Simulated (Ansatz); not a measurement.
**Structure types of GeW compared at 520 GPa**

Structure types of GeW are relaxed in primitive cells with their symmetry kept at 520 GPa, on PAW files; LAPW relaxes the small cells further and takes the PAW cell for the others (marked *). The enthalpy is E + pV at zero temperature, without zero-point motion. Only the types listed were tried, and differences under about 5 meV/atom are mesh noise. The real phase may be another.

Computed with Ansatz 0.2.0; functional PBE, scalar-relativistic. Settings: Fermi–Dirac smearing of 0.05 eV, no spin polarisation. Methods: LAPW: all electrons, basis error target 0.5 meV/atom; PAW: frozen-core files, cutoff 420 eV.

k meshes: rocksalt 16×16×16, CsCl 16×16×16, zincblende 14×14×14, WC 16×16×14, NiAs 12×12×7.

Spin–orbit coupling is left out, which matters for the heavy atoms.

| start type | ends as | a, b, c (Å) | V (Å³/atom) | H − H(lowest), LAPW (meV/atom) |
| --- | --- | --- | --- | --- |
| rocksalt | rocksalt, Fm-3m | 4.096, 4.096, 4.096 | 8.59 | ? |
| CsCl | CsCl, Pm-3m | 2.536, 2.536, 2.536 | 8.16 | 0.0 |
| zincblende | zincblende, F-43m | 4.285, 4.285, 4.285 | 9.84 | ? |
| WC | distorted WC, P-6m2 | 2.353, 2.353, 3.454 | 8.28 | 516.0 |
| NiAs* | distorted NiAs, P6_3/mmc | 2.354, 2.354, 6.919 | 8.30 | 521.8 |

Question: Give the missing entry: row "zincblende", column "H − H(lowest), LAPW (meV/atom)".

Answer: 10393.8.

Question: Give the missing entry: row "rocksalt", column "H − H(lowest), LAPW (meV/atom)".

Answer: 2739.0.

Question: Split the lead of CsCl over distorted WC into energy and pV.

Answer: For distorted WC less CsCl: ΔE = +120.6 meV/atom, and p·ΔV = 520 GPa × +0.1218 Å³ × 6.242 meV/(GPa·Å³) = +395.4 meV/atom, together 516.0 meV/atom. CsCl wins on both counts.
